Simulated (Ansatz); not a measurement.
## Zone-centre phonons of CsNbS₃ at 2.3 GPa: input and output

Level of theory: Ansatz, DFT PBE, scalar-relativistic, plane waves, PAW.

Launched with:
```bash
ansatz run input.yaml --threads 1 --pin off --max-ram 2560MiB --backend cpu --events-out ev --progress --plain --runs-dir out
```

Input (bare energies are in eV):
```yaml
crystal:
  lattice:
    - [4.8954, 0.0, 0.0]
    - [0.0, 4.8954, 0.0]
    - [0.0, 0.0, 4.8954]
  atoms:
    - { symbol: Cs, position: [0.0, 0.0, 0.0] }
    - { symbol: Nb, position: [0.5, 0.5, 0.5] }
    - { symbol: S, position: [0.5, 0.5, 0.0] }
    - { symbol: S, position: [0.5, 0.0, 0.5] }
    - { symbol: S, position: [0.0, 0.5, 0.5] }
basis:
  ecutwfc: 420
kpoints:
  mp_grid: { grid: [8, 8, 8] }
hamiltonian:
  xc: pbe
scf:
  occupations: { method: fermi_dirac, width: 0.15 }
output:
  eigenvalues: true
phonons:
  method: dfpt
  eigenvectors: true
```

The end of the output:
```
--- Phonons (Γ-DFPT): 4 representative perturbations + reference, on 125 of 512 k-points (Σ response iterations 12) ---
  k mesh reduced under 8 symmetry operations, with k and −k counted as one. Each operation leaves every solved displacement unchanged or reverses it
  ASR residual: 1.885e-3 → 0.000e0 eV/Å²; symmetrization residual: 4.339e-6 eV/Å²
  ASR residual per site (eV/Å²): 3.39e-5 1.88e-3 9.92e-5 9.92e-5 9.92e-5
  Γ frequencies (cm⁻¹): 0.00 0.00 0.00 61.10 61.10 61.10 117.57 117.57 117.57 161.68 161.68 161.68 284.44 284.44 284.44
  non-analytic LO–TO correction: not included (Born effective charges unavailable; polar crystals: no LO–TO splitting at Γ)
```

Time: 90 s on 1 thread of Intel(R) Xeon(R) 6975P-C (Granite Rapids), on a shared host, peak memory 1.7 GiB.

The cell is the ideal cubic perovskite prototype; whether it is the stable structure of this composition wasn't checked. In a metal, frequencies and elastic constants depend on the k mesh and the smearing, soft modes and shear constants most. Spin–orbit coupling is left out, which matters for heavy elements. A semilocal functional can close a gap that the real compound has.